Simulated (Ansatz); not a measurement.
SnO2 (rutile)

```cif
data_O4Sn2
_chemical_formula_sum 'Sn2 O4'
_space_group_name_H-M_alt 'P42/mnm'
_space_group_IT_number 136
_space_group_name_Hall '-P 4n 2n'
_cell_length_a 4.76854
_cell_length_b 4.76854
_cell_length_c 3.21140
_cell_angle_alpha 90.000
_cell_angle_beta 90.000
_cell_angle_gamma 90.000
loop_
_atom_site_label
_atom_site_type_symbol
_atom_site_symmetry_multiplicity
_atom_site_Wyckoff_symbol
_atom_site_fract_x
_atom_site_fract_y
_atom_site_fract_z
_atom_site_occupancy
Sn1 Sn 2 a 0.00000 0.00000 0.00000 1
O1 O 4 f 0.30630 0.30630 0.00000 1
```

This relaxed cell (volume V₀) is scaled evenly in all directions, its shape held. The atoms relax within the cell's symmetry.

Calculation: PBEsol (plane waves to 420 eV, PAW, scalar-relativistic; Ansatz, a first-principles code). k mesh 7×7×10 (Γ-centred), Fermi-Dirac smearing 0.05 eV. E stands for the smeared free energy. With the shape held, the modulus is that of even scaling; a crystal free to change shape is softer. SnO2 was relaxed with its symmetry unable to fall. The PAW data are Ansatz's earlier set. ΔE is measured from the relaxed starting cell.

```tsv
V (Å³/atom)	ΔE (meV/atom)
10.954	91.1
11.197	55.9
11.440	30.1
11.684	12.9
11.927	3.1
12.171	0.0
12.414	2.8
12.657	11.0
12.901	23.7
13.144	40.6
13.388	61.1
```

Problem. What is the fitted pressure derivative B₀′?

Solution. 5.0.

Problem. What bulk modulus at fixed cell shape B₀ follows from a third-order Birch-Murnaghan fit?

Solution. 194 GPa. Check by three points about V = 12.171 Å³/atom, step 0.243: d²E/dV² ≈ (3.1 − 2·0.0 + 2.8) meV / 0.243² = 0.0996 eV/Å⁶, and V·d²E/dV² × 160.2 = 194 GPa.

(Under strain, the slope of the energy per volume gives the stress and its curvature an elastic modulus.)
